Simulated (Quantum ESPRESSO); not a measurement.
**Kohn-Sham bands of BeTe (zinc blende)**

```
BeTe
1.0
    0.00000     2.83146     2.83146
    2.83146     0.00000     2.83146
    2.83146     2.83146     0.00000
Be Te
1 1
Cartesian
  0.00000   0.00000   0.00000
  1.41573   1.41573   1.41573
```

Cell from Materials Project (mp-252), symmetrised, no further relaxation. COD (Crystallography Open Database) has an entry of this formula and space group (matched by these alone). Level: PBEsol, spinors with spin-orbit coupling; pw.x of Quantum ESPRESSO at 71 Ry with PseudoDojo potentials, 8×8×8 k-points, Wannier90. Density: 10×10×10 mesh, cold smearing 0.01 Ry.

Q: List the Kohn-Sham levels between −8 and 4.6 eV relative to the valence-band maximum at the high-symmetry points, as a band run of pw.x on that density gives them (levels within 2 meV counted together).

A: 
```tsv
point	k (reciprocal lattice)	levels (eV)
Γ	0.000 0.000 0.000	-0.95 (×2), 0.00 (×4), 3.30 (×2), 3.32 (×2), 3.36 (×4)
X	-0.500 -0.500 0.000	-5.36 (×2), -3.09 (×2), -2.69 (×2), 1.61 (×2), 2.37 (×2)
U	-0.375 -0.375 0.250	-5.12, -4.90, -4.27, -3.99, -2.47, -2.46, 2.35, 2.38
K	-0.375 0.000 0.375	-5.12, -4.90, -4.27, -3.99, -2.47, -2.46, 2.35, 2.38
L	0.000 0.000 0.500	-5.78 (×2), -1.67 (×2), -1.16 (×2), 2.71 (×2), 4.26 (×2), 4.33 (×2)
W	-0.500 -0.250 0.250	-4.99, -4.65, -4.22, -3.76, -3.43, -3.37
```
